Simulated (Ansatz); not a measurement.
The cell below belongs to a search over invented structures; it isn't taken from experiment.

Input and command of a plane-wave DFT calculation in Ansatz:

```yaml
crystal:
  lattice:
    - [4.5921381479, 0.0, 0.0]
    - [0.0, 3.5109631166, 0.0]
    - [-2.1684657619, 0.0, 9.3577214477]
  atoms:
    - { symbol: Co, position: [0.2139872582, 0.0, 0.3203231662], spin: 0.21 }
    - { symbol: Co, position: [0.4617486889, 0.0, 0.7466291896], spin: 0.98 }
    - { symbol: P, position: [0.0602663681, 0.0, 0.0514103312] }
    - { symbol: P, position: [0.5862760884, 0.0, 0.5187207534] }
    - { symbol: P, position: [0.6945494692, 0.0, 0.2644826098] }
    - { symbol: P, position: [0.9928520716, 0.0, 0.8093870382] }
    - { symbol: P, position: [0.5676406524, 0.0, 0.9901613184] }
    - { symbol: P, position: [0.1184911643, 0.0, 0.5341934197] }
    - { symbol: Os, position: [0.4058870924, 0.5, 0.1274269306] }
    - { symbol: Os, position: [0.8983011465, 0.5, 0.6372652427] }
basis:
  ecutwfc: 420
kpoints:
  mp_grid: { grid: [8, 10, 4] }
hamiltonian:
  xc: pbe
scf:
  occupations: { method: gaussian, width: 0.1 }
output:
  forces: true
  stress: true
  eigenvalues: true
  populations: true
magnetization:
  spin_polarized: true
relax:
  adjacent_minimum: "off"
  f_tol: 0.01
  max_steps: 80
  cell: { stress_tol: 0.05 }
```

```bash
ansatz run input.yaml --threads 4 --pin off --max-ram 8192MiB --backend cpu --events-out ev --progress --plain --runs-dir out
```

Processor: Arm Neoverse V2, 4 threads, on a host shared with other jobs.

Task: Estimate time, memory and problem size.

Result: About 13 min, peak memory 1.5 GiB. It solves 59 bands at 108 k points (after reduction by symmetry) with about 2963 plane waves (on the last cell), in 104 SCF iterations over 8 ionic steps.
